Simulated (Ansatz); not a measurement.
**Question.** Each is relaxed and computed with DFT-PBE in the program Ansatz with PAW potentials. Which is the only one with a gap?
(A) LaB2, MoSi2 or CaC2 type
(B) AlCrB, Cmcm (Al on 4c, B on 4c, Cr on 4c)
(C) ZrB2, P6_3/mmc (Zr on 2c, B on 4f)
(D) BP, Pm-3n (B on 6d, P on 6c)

**Answer.** D, BP, Pm-3n (B on 6d, P on 6c). BP: gap 0.63 eV (indirect); ZrB2: metal; AlCrB: metal; LaB2: metal. Typed or built starts, not in the databases checked: BP, Pm-3n (B on 6d, P on 6c); ZrB2, P6_3/mmc (Zr on 2c, B on 4f); AlCrB, Cmcm (Al on 4c, B on 4c, Cr on 4c); LaB2, MoSi2 or CaC2 type. Not the usual ambient phase: BP, Pm-3n (B on 6d, P on 6c); ZrB2, P6_3/mmc (Zr on 2c, B on 4f). Began spin-polarised and lost the moments: AlCrB, Cmcm (Al on 4c, B on 4c, Cr on 4c). All cells were relaxed under the symmetry of their starts (and spin orders); stability against distortions was not tested throughout. Rows with no word on spin ran without spin polarisation. Scalar-relativistic: spin–orbit coupling is off unless named, which matters more the heavier the elements.

Potentials: the earlier of the program's two PAW sets.
